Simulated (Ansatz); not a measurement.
Computed properties of Bi₂W

Bi2W:
```yaml
crystal:
  lattice:
    - [5.40996, 1.90498, 0.00000]
    - [-5.40996, 1.90498, 0.00000]
    - [-4.28510, 0.00000, 7.14708]
  atoms:
    - { symbol: W, position: [0.13313, 0.86687, 0.17351] }
    - { symbol: W, position: [0.86687, 0.13313, 0.82649] }
    - { symbol: Bi, position: [0.83865, 0.16135, 0.44611] }
    - { symbol: Bi, position: [0.16135, 0.83865, 0.55389] }
    - { symbol: Bi, position: [0.59538, 0.40462, 0.88325] }
    - { symbol: Bi, position: [0.40462, 0.59538, 0.11675] }
```

Space group C2/m (No. 12); conventional cell a = 10.8199 Å, b = 3.8100 Å, c = 8.3332 Å, α = 90.00°, β = 120.95°, γ = 90.00°.

Method: r²SCAN in the plane-wave PAW code Ansatz. Structure relaxed to zero pressure with the same functional. Other levels are named where they apply.

### Cell and energy

```json
{
 "volume_per_atom": "24.55 Å³",
 "density": "13.57 g/cm³",
 "Formation energy from the elements (no fitted shifts)": "0.69 eV/atom"
}
```

### Electronic structure

```json
{
  "electronic_character": "metallic (no gap)",
  "Density of states at the Fermi level": "0.49 states/eV per atom (mean over ±0.08 eV)"
}
```

The start of the workflow was typed in or built on a structure type; neither database checked (COD, Materials Project) lists it. Its standing as an ambient phase is unchecked. The cell was relaxed with r²SCAN under the symmetry of its start; whether a distortion lowers the energy is not shown. No spin polarisation was allowed. The volume moved by -18 % from the start of the relaxation. Its formation energy is positive at this level, so the cell may be metastable or incomplete. Axis ratios of metals converge slowly with the k-mesh, so a and c are less sure than the volume. The references are the lowest solids computed at this level, not always the standard phases. Scalar-relativistic: spin–orbit coupling is off unless named, which matters more the heavier the elements.

Potentials: the earlier of the program's two PAW sets. The files were generated under PBE; for other functionals the program regenerates the frozen cores, and for LDA and PBEsol the local potential too.
